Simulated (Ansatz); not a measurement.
Sn3Ge:
```
Sn3Ge
1.0
    4.47223     0.00000     0.00000
    0.00000     4.47223     0.00000
    0.00000     0.00000     6.34632
Ge Sn
1 3
Direct
  0.00000   0.00000   0.00000
  0.50000   0.00000   0.23377
  0.50000   0.50000   0.50000
  0.00000   0.50000   0.76623
```

Relaxed with PBEsol. Special points in fractions of this cell's reciprocal vectors: Γ (0.000, 0.000, 0.000); X (0.000, 0.500, 0.000); M (0.500, 0.500, 0.000); Z (0.000, 0.000, 0.500); R (0.000, 0.500, 0.500); A (0.500, 0.500, 0.500).

**Question.** List the band energies nearest the Fermi level at these points for plane-wave PAW PBEsol with spin–orbit coupling (Ansatz code).

**Answer.** In eV from the Fermi level; about four levels below and three above (degenerate sets whole), none deeper than 8.9 eV; points with the same levels are listed once.

```
k                    below                above
-  -----------------------  -------------------
Γ  -0.81 -0.81 -0.17 -0.17  0.40 0.40 0.44 0.44
X  -1.39 -1.39 -0.78 -0.78  1.25 1.25 2.12 2.12
M  -2.36 -2.36 -2.29 -2.29  0.67 0.67 0.93 0.93
Z  -1.22 -1.22 -1.18 -1.18  1.00 1.00 1.01 1.01
R  -0.58 -0.58 -0.29 -0.29  0.34 0.34 3.22 3.22
A  -2.95 -2.95 -2.93 -2.93  3.40 3.40 3.44 3.44
```

Space group P-4m2. The start of the workflow was typed in or built on a structure type; neither database checked (COD, Materials Project) lists it. Whether it is the stable phase at ambient conditions was not checked. The PBEsol relaxation kept the symmetry of its start; whether a distortion lowers the energy is not shown.

Potentials: the later of the program's two PAW sets.
